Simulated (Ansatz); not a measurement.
# Sr₄SnN₄: Sr-87 NMR of the central transition

Cell: a Materials Project structure (computed, not necessarily an observed phase).

Space group P-1 (No. 2); a = 6.4723, b = 6.5340, c = 9.6390 Å, α = 71.38°, β = 79.42°, γ = 67.90°.

| site | Wyckoff | site symmetry | x | y | z |
| --- | --- | --- | --- | --- | --- |
| Sr1 | 2i | 1 | 0.7706 | 0.5772 | 0.1761 |
| Sr3 | 2i | 1 | 0.7416 | 0.2302 | 0.9813 |
| Sr5 | 2i | 1 | 0.7290 | 0.4884 | 0.5695 |
| Sr7 | 2i | 1 | 0.2322 | 0.9567 | 0.6062 |
| Sn | 2i | 1 | 0.7151 | 0.8483 | 0.7567 |
| N11 | 2i | 1 | 0.9797 | 0.7002 | 0.6085 |
| N13 | 2i | 1 | 0.8923 | 0.8327 | 0.9262 |
| N15 | 2i | 1 | 0.5137 | 0.6299 | 0.8057 |
| N17 | 2i | 1 | 0.4935 | 0.8208 | 0.3671 |

One atom of each set is listed.

The numbers come from a DFT calculation in Ansatz (r2SCAN, plane waves and PAW, scalar-relativistic, 500 eV cutoff, Γ-centred 5×5×3 k-points, Fermi–Dirac smearing 0.02 eV).

Sr-87 has I = 9/2 and Q = 305.0 mb (Pyykkö 2018); at 14.1 T its Larmor frequency is ν₀ = 26.1 MHz. Only the quadrupole interaction is simulated: positions count from each site's isotropic chemical shift, and shift anisotropy, dipolar and J coupling are left out.

(1) What does the Sr-87 spectrum (static powder) show for each site?

Results:

(1) 

```
site         first shell  C_Q (MHz)     η  P_Q (MHz)  δ_QIS (ppm)  breadth (kHz)
 Sr1  5 N at 2.61–3.07 Å      -49.5  0.76       54.1        -5961           1150
 Sr3  4 N at 2.53–2.66 Å      -88.5  0.78       97.1       -19220           3717
 Sr5  5 N at 2.54–2.76 Å       86.9  0.31       88.3       -15888           2673
 Sr7  5 N at 2.64–2.78 Å       87.8  0.43       90.6       -16721           2972
```

δ_QIS = −(ν_Q²/30ν₀²)[I(I+1) − 3/4](1 + η²/3) × 10⁶ ppm with ν_Q = 3|C_Q|/[2I(2I−1)]; it falls as 1/B₀² in ppm, and the breadth as 1/B₀ in kHz.

Without spin–orbit coupling (the program notes it for Sr) the gradients can shift somewhat, as the gap is small.

Hardware: 1 thread of Arm Neoverse V2 (aarch64; 8 cores open to the job, memory cap 2.5 GiB, no GPU), a shared host with a load of 1.0 a core. Wall time 3.7 min, CPU time 3.7 min, peak memory 1.8 GiB.
